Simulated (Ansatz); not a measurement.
Si2W in space group Cmcm (No. 63; Si on 4c, Si on 4c, W on 4c) under volume change, plane-wave PAW PBE (Ansatz code), shape and atoms relaxed at each volume.

| V (Å³/atom) | E − E(relaxed) (meV/atom) | P (GPa) |
|---|---|---|
| 13.707 | 61.9 | 16.30 |
| 14.159 | 25.3 | 9.86 |
| 14.611 | 5.5 | 4.30 |
| 15.063 | 0.0 | -0.01 |
| 15.515 | ___ | ___ |
| 15.967 | ___ | ___ |
| 16.419 | 42.2 | -8.92 |

Q: What belongs in the gaps?

A: 
- 15.515, E − E(relaxed) (meV/atom): 5.2
- 15.515, P (GPa): -3.75
- 15.967, E − E(relaxed) (meV/atom): 20.4
- 15.967, P (GPa): -6.65

Q: What does a third-order Birch–Murnaghan fit give for V₀, B₀ and B′?

A: V₀ = 15.06 Å³/atom, B₀ = 133 GPa, B′ = 5.8.

A made-up cell: these elements were put on the sites of a structure type; neither database checked (COD, Materials Project) lists it. It is not the phase usual at ambient conditions (space group No. 139). Symmetry was held in the PBE relaxation; its stability against distortions is not shown here. No spin polarisation was allowed. Scalar-relativistic: spin–orbit coupling is off unless named, which matters more the heavier the elements.

Potentials: the later of the program's two PAW sets.
